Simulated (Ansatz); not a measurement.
# Phases of Ca at 0.35 GPa

Structure types of Ca are relaxed in primitive cells with their symmetry kept at 0.35 GPa, on PAW files; LAPW relaxes the small cells further and takes the PAW cell for the others (marked *). The enthalpy is E + pV at zero temperature, without zero-point motion. Only the types listed were tried, and differences under about 5 meV/atom are mesh noise.

Level of theory: DFT with PBEsol, scalar-relativistic, in Ansatz 0.2.0; Fermi–Dirac smearing of 0.08 eV, no spin polarisation. LAPW: all electrons, basis error target 0.5 meV/atom; PAW: frozen-core files, cutoff 420 eV.

k meshes: fcc 12×12×12, bcc 13×13×13, hcp 12×12×6, hP4 7×7×5, diamond 9×9×9, simple hexagonal 12×12×11.

The PAW files were made under PBE.

Question: Which type is lowest in enthalpy, and by how much?

Answer: fcc, 1 meV/atom below dhcp, which is within the noise of the k meshes. The whole table:

| start type | ends as | a, b, c (Å) | V (Å³/atom) | H − H(lowest), LAPW (meV/atom) | same, PAW |
| --- | --- | --- | --- | --- | --- |
| fcc | fcc, Fm-3m | 5.421, 5.421, 5.421 | 39.83 | 0.0 | 0.0 |
| bcc | bcc, Im-3m | 4.297, 4.297, 4.297 | 39.67 | 14.0 | 14.0 |
| hcp | hcp, P6_3/mmc | 3.827, 3.827, 6.312 | 40.03 | 3.9 | 3.9 |
| hP4* | dhcp, P6_3/mmc | 3.822, 3.822, 12.628 | 39.93 | 1.0 | 1.0 |
| diamond | diamond, Fd-3m | 8.220, 8.220, 8.220 | 69.42 | 1181.3 | 1181.1 |
| simple hexagonal | simple hexagonal, P6/mmm | 3.674, 3.674, 3.418 | 39.97 | 230.0 | 230.0 |
